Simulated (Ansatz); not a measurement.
Relaxed-ion elastic tensor of GaS in space group P6_3/mmc (No. 194; Ga on 4f, S on 4f) in GPa (Voigt order), plane-wave PAW PBE+D3(BJ) (Ansatz code); density 3.92 g/cm³, 21.56 Å³ per atom.

```
 111  28.3   9.7   0.0   0.0   0.0
28.3   111   9.7   0.0   0.0   0.0
 9.7   9.7  38.8   0.0   0.0   0.0
 0.0   0.0   0.0   9.6   0.0   0.0
 0.0   0.0   0.0   0.0   9.6   0.0
 0.0   0.0   0.0   0.0   0.0  41.4
```

Is the crystal mechanically stable?

Yes: the smallest eigenvalue of C is 9.6 GPa.

Work out the Voigt, Reuss and Hill averages.

K_V = 39.6, K_R = 29.3, K_H = 34.4; G_V = 26.3, G_R = 16.6, G_H = 21.4 GPa.

Give Young's modulus, Poisson's ratio, Pugh's ratio and the universal anisotropy index.

E = 9KG/(3K + G) = 53.3 GPa; ν = 0.24; K/G = 1.61 (brittle by the Pugh limit of 1.75); A_U = 5G_V/G_R + K_V/K_R − 6 = 3.31.

Estimate the sound speeds and the Debye temperature.

v_l = √((K + 4G/3)/ρ) = 4010 m/s, v_t = √(G/ρ) = 2340 m/s, mean 2590 m/s; Θ = (h/k)(3n/4πV)^(1/3) v_m = 278 K.

Solve the Christoffel equation for the three sound speeds along x, y, z.

Eigenvalues of C_ijkl n_j n_l equal ρv². In km/s, slowest first: x 1.57, 3.25, 5.32; y 1.57, 3.25, 5.32; z 1.57, 1.57, 3.14.

How much does each axis shrink under pressure?

Linear compressibilities β_i = Σ_j S_ij (j = 1 to 3): x 5.6, y 5.6, z 23 per TPa.

The cell was relaxed with PBE+D3(BJ) under the symmetry of its start.

Potentials: the later of the program's two PAW sets.
